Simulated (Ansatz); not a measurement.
# Clamped-ion strain scan in Ag

The calculation used DFT r2SCAN, scalar-relativistic, plane waves, PAW in Ansatz 0.2.0. Settings: plane waves to 500 eV, k-mesh 20×20×20 (Γ-centred), Gaussian smearing 0.15 eV. No spin polarisation. Energies are free energies at this smearing, counted from the undisturbed cell; pressure is positive in compression.

The starting cell (as given, not relaxed at this level; it stands at -3.6 GPa; this bcc form isn't the usual structure):

```
Ag
1.0
    -1.65565    1.65565    1.65565
     1.65565   -1.65565    1.65565
     1.65565    1.65565   -1.65565
Ag
1
Cartesian
  0.0000 0.0000 0.0000
```

The cell is strained by ε times the Voigt pattern (0, 0, 0, 1, 0, 0) (xx, yy, zz, yz, xz, xy; engineering shear) with fractional coordinates fixed. The cell is metallic on the mesh throughout.

| ε | ΔE (meV/atom) | stress summed along the pattern (GPa, tension positive) | pressure (GPa) |
| --- | --- | --- | --- |
| -0.1500 | 55.2 | -7.39 | -1.2 |
| -0.0750 | 12.0 | -3.14 | -3.1 |
| 0.0000 | 0.0 | 0.00 | -3.6 |
| 0.0187 | 0.7 | 0.71 | -3.5 |
| 0.0375 | 2.9 | 1.42 | -3.5 |
| 0.0562 | 6.5 | 2.22 | -3.3 |
| 0.0937 | 19.4 | 4.14 | -2.7 |
| 0.1125 | 29.0 | 5.20 | -2.3 |
| 0.1312 | 40.9 | 6.29 | -1.8 |

By symmetry 0.1500 repeats -0.1500, -0.1125 repeats 0.1125, 0.0750 repeats -0.0750, -0.0375 repeats 0.0375 in energy, with the opposite slope along the path.